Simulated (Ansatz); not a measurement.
YMgGa in space group P-62m (No. 189; Y on 3g, Mg on 3f, Ga on 2c, Ga on 1b), DFT-PBE in the program Ansatz with PAW potentials, all energies at zero smearing, with the estimated change up to a 700 eV cutoff added, with one set of potentials and settings (totals compare only within such a set). Cell of 9 atoms (3 Y, 3 Mg, 3 Ga): -28671.243 eV.

```csv
element,reference phase,E (eV/atom)
Y,"P6_3/mmc, 2 atoms in the cell",-3848.6897
Mg,"P6_3/mmc, 2 atoms in the cell",-1923.8027
Ga,"Cmce, 4 atoms in the cell",-3783.0259
```

Formation energy per atom, worked out: (-28671.243 − 3×(-3848.6897) − 3×(-1923.8027) − 3×(-3783.0259))/9 = -0.521 eV/atom (-50 kJ per mol of atoms), at 0 K, without zero-point energy or fitted corrections.

The workflow started from a Materials Project entry (that database holds measured and hypothetical structures alike); the Crystallography Open Database files this formula in space group No. 189, but the cells were not matched. Whether it is the stable phase at ambient conditions was not checked. The PBE relaxation kept the symmetry of its start; its stability against distortions is not shown here. The run is not spin-polarised. The references are the lowest solids computed at this level, not always the standard phases.

Potentials: the earlier of the program's two PAW sets.
